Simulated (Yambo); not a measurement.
CsPbCl3 (space group R32, No. 155), G0W0@PBEsol in Yambo with this input:

```
rim_cut
gw0
dyson
el_el_corr
HF_and_locXC
ppa
em1d
RandQpts= 1000000
RandGvec= 1 Ry
EXXRLvcs= 58 Ry
VXCRLvcs= 232 Ry
Chimod= "HARTREE"
% BndsRnXp
 1 | 654 |
%
NGsBlkXp= 8 Ry
% LongDrXp
 1.0 | 1.0 | 1.0 |
%
PPAPntXp= 27.2114 eV
% GbndRnge
 1 | 654 |
%
GTermKind= "BG"
DysSolver= "n"
ExtendOut
```

On a 2×2×2 mesh, with wavefunctions cut at 58 Ry, the gap (Z → Z) is 2.110 eV and the valence edge shifts by -1.030 eV.

Task: What happens with this change: 2 Ry block?

Result: The gap falls by 0.447 eV, to 1.663 eV; the shift of the valence edge becomes -0.528 eV. Neither run is shown to be the converged limit.

The standard potential for Pb keeps a d shell in the valence without the s and p states of that shell. In tests on such compounds this moved G0W0 gaps by up to about 0.9 eV, so absolute quasiparticle energies here are unreliable; differences between settings are what counts.

Spin-orbit coupling is included.

Geometry of the Materials Project entry, not relaxed at this level; primitive cell a = b = c = 5.677 Å, α = β = γ = 89.68°.

The structure is a Materials Project entry; no match was found in the copy of COD used, and its stability was not checked.

A shift is the quasiparticle energy of the state minus its PBEsol energy.
